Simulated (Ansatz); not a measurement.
# AlGaN₂: comparing deformations

These are results of DFT r2SCAN, scalar-relativistic, plane waves, PAW (Ansatz), not measurements. Cutoff 500 eV, Γ-centred 8×8×6 k-points, Gaussian smearing of 0.05 eV. No spin polarisation. Energies are free energies at this smearing, counted from the undisturbed cell; pressure is positive in compression.

Reference structure (as given, not relaxed at this level; it stands at -0.4 GPa, and it needn't be the usual structure):

```yaml
crystal:
  lattice:
    - [3.14088, 0.00000, 0.00000]
    - [0.00000, 3.14088, 0.00000]
    - [0.00000, 0.00000, 4.42384]
  atoms:
    - { symbol: Al, position: [0.50000, 0.50000, 0.50000] }
    - { symbol: Ga, position: [0.00000, 0.00000, 0.00000] }
    - { symbol: N, position: [0.50000, 0.00000, 0.73826] }
    - { symbol: N, position: [0.00000, 0.50000, 0.26174] }
```

The cell is strained by ε times a Voigt pattern (xx, yy, zz, yz, xz, xy; engineering shear) with fractional coordinates fixed. τ = (1/V0) dE/dε comes from the stress tensor. Of each scan, only the three points used here are listed.

| pattern | ε | τ (GPa) |
| --- | --- | --- |
| (1, 1, 0, 0, 0, 0) | -0.0050 | -3.87 |
| (1, 1, 0, 0, 0, 0) | 0.0000 | 0.74 |
| (1, 1, 0, 0, 0, 0) | 0.0050 | 5.20 |
| (0, 0, 1, 0, 0, 0) | -0.0150 | -4.04 |
| (0, 0, 1, 0, 0, 0) | 0.0000 | 0.37 |
| (0, 0, 1, 0, 0, 0) | 0.0150 | 4.70 |

Question: Which constants do the scans give, and which deformation costs least for the same size of strain tensor?

Answer: The slope dτ/dε at zero (parabola through three points) is pᵀCp: (1, 1, 0, 0, 0, 0) gives C11 + C22 + 2 C12 = 907 GPa; (0, 0, 1, 0, 0, 0) gives C33 = 291 GPa. The size of the strain tensor, ε:ε, is ε² times 2.0, 1.0. Per unit of it the stiffnesses are 454, 291 GPa, so (0, 0, 1, 0, 0, 0) is the softest of these: at ε:ε = (1 %)² the quadratic term costs 0.99 meV/atom against 1.54 for the stiffest. These are clamped-ion values.

Forces appear on the atoms along this scan, and letting them relax would lower the energy and soften the response.